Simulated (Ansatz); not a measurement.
**SnPb$_{3}$S$_{4}$ (R3m) at 2 levels of theory**

One geometry, relaxed with PBE; plane waves with PAW potentials in Ansatz, scalar-relativistic. No spin polarisation. Gaps are the least over mesh and band path; pressure is positive in compression.

```xyz
8
Lattice="4.2532 2.4556 3.4468 -4.2532 2.4556 3.4468 0.0000 -4.9111 3.4468" Properties=species:S:1:pos:R:3 pbc="T T T"
Sn    0.0000    0.0000   10.1812
Pb    0.0000   -2.4465    6.8597
Pb    2.1188    1.2233    6.8597
Pb   -2.1188    1.2233    6.8597
S     0.0000    2.2822    8.7065
S    -1.9765   -1.1411    8.7065
S     1.9765   -1.1411    8.7065
S     0.0000    0.0000    5.1707
```

```tsv
level	cutoff (eV)	k mesh	gap (eV)	pressure (GPa)
PBE	420	6×6×6	0.05	0.0
```

What comes out on the same cell with r2SCAN?

```tsv
level	cutoff (eV)	k mesh	gap (eV)	pressure (GPa)
r2SCAN	500	6×6×6	0.03	-1.0
```

Spin-orbit coupling matters for the bands of heavy elements and is left out.

The structure comes from a generated guess; another structure or a mixture of phases may lie lower.
